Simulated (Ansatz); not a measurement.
AlCu (CsCl type, Pm-3m) at seven volumes, PBEsol in the plane-wave PAW code Ansatz, scaled uniformly. One row is withheld.

| V (Å³/atom) | P (GPa) |
|---|---|
| 11.752 | 15.02 |
| 12.140 | 9.13 |
| 12.527 | 4.18 |
| 12.915 | 0.00 |
| 13.302 | -3.53 |
| 13.689 | ? |
| 14.077 | -9.03 |

Q: Fit the shown pressures and predict the withheld one.

A: Third-order Birch–Murnaghan: P = (3/2)B₀(x^(7/2) − x^(5/2))[1 + (3/4)(B′ − 4)(x − 1)] with x = (V₀/V)^(2/3). Least squares on the six rows gives V₀ = 12.915 Å³/atom, B₀ = 127.9 GPa, B′ = 4.63. At V = 13.689, x = 0.9619 and P = -6.51 GPa. The run itself gave -6.51 GPa.

The workflow started from a Materials Project entry (that database holds measured and hypothetical structures alike); the Crystallography Open Database copy checked does not list it. COD files the formula under space group No. 12. Its standing as an ambient phase is unchecked. The PBEsol relaxation kept the symmetry of its start. At this level the phase is mechanically unstable. The run is not spin-polarised.

Potentials: the later of the program's two PAW sets.
